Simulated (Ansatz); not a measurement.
Nb₃Au (A15, Cr3Si type)

```yaml
crystal:
  lattice:
    - [10.27811, 0.00000, 0.00000]
    - [5.13905, 5.13905, 0.00000]
    - [0.00000, 0.00000, 5.13905]
  atoms:
    - { symbol: Nb, position: [0.12500, 0.25000, 0.00000] }
    - { symbol: Nb, position: [0.62500, 0.25000, 0.00000] }
    - { symbol: Nb, position: [0.87500, 0.75000, 0.00000] }
    - { symbol: Nb, position: [0.37500, 0.75000, 0.00000] }
    - { symbol: Nb, position: [0.12500, 0.00000, 0.50000] }
    - { symbol: Nb, position: [0.62500, 0.00000, 0.50000] }
    - { symbol: Nb, position: [0.37500, 0.00000, 0.50000] }
    - { symbol: Nb, position: [0.87500, 0.00000, 0.50000] }
    - { symbol: Nb, position: [0.75000, 0.50000, 0.25000] }
    - { symbol: Nb, position: [0.25000, 0.50000, 0.25000] }
    - { symbol: Nb, position: [0.75000, 0.50000, 0.75000] }
    - { symbol: Nb, position: [0.25000, 0.50000, 0.75000] }
    - { symbol: Au, position: [0.00000, 0.50000, 0.50000] }
    - { symbol: Au, position: [0.50000, 0.50000, 0.50000] }
    - { symbol: Au, position: [0.00000, 0.00000, 0.00000] }
    - { symbol: Au, position: [0.50000, 0.00000, 0.00000] }
```

The atoms are displaced by Q × the pattern below (from a DFPT mode at M = (0.5, 0.5, 0.0), largest move 1; Q in Å), at fixed cell. It is one choice among 2 degenerate patterns. (q is in reciprocal vectors of the primitive cell; the cell shown is doubled to hold the pattern.)

| atom | x | y | z |
|---|---|---|---|
| Nb5 | 0.000 | 0.000 | -0.476 |
| Nb6 | 0.000 | 0.000 | 0.476 |
| Nb7 | 0.000 | 0.000 | 0.476 |
| Nb8 | 0.000 | 0.000 | -0.476 |
| Nb9 | 0.000 | -0.978 | 0.000 |
| Nb10 | 0.000 | 0.978 | 0.000 |
| Nb11 | 0.000 | 0.978 | 0.000 |
| Nb12 | 0.000 | -0.978 | 0.000 |
| Au15 | 0.000 | 0.000 | -1.000 |
| Au16 | 0.000 | 0.000 | 1.000 |

Atoms not listed stay in place.

Method: LDA (plane waves to 420 eV, PAW, scalar-relativistic; Ansatz, a first-principles code). k mesh 9×9×9 (Γ-centred), Fermi-Dirac smearing 0.05 eV. E stands for the smeared free energy. With partly filled bands, energies and forces of such displacements shift with the k mesh and the smearing. Nb3Au is run without spin polarisation. Nb3Au was relaxed with its symmetry unable to fall. Spin-orbit coupling is left out, though Au is heavy. ΔE is measured from the undisplaced structure.

```csv
Q (Å),ΔE (meV/cell),−dE/dQ from forces (eV/Å)
-0.110,18.1,0.963
-0.092,4.5,0.537
-0.073,-2.1,0.207
-0.055,-3.8,-0.009
-0.037,-2.6,-0.100
-0.018,-0.8,-0.081
0.000,0.0,0.000
0.018,-0.8,0.081
0.037,-2.6,0.100
0.055,-3.8,0.009
0.073,-2.1,-0.207
0.092,4.5,-0.537
0.110,18.1,-0.963
```

Summary:

```
Quantity                                                                                                                        Value
-----------------------------------------------------------  ------------------------------------------------------------------------
Energy at Q = 0.110 Å                                                                                                   18.1 meV/cell
Space group of the distorted cell                                                                   Cmme (No. 67), lowered from Pm-3n
Symmetry of the curve                                                                                   even: the same for both signs
Shape of the curve                                           a double well: the undisplaced structure is a maximum between two minima
Position of the deepest minimum (fit)                                                                               0.056 Å from zero
Depth of the well (fit)                                                                                 3.8 meV/cell, cell held fixed
Harmonic wavenumber from the curvature (finite differences)                                                                  40i cm⁻¹
```

The 13 points together took around 40 core-minutes (rough).

(For displaced atoms, the force is minus the slope of the energy, and its curvature is a force constant, which sets phonon frequencies.)
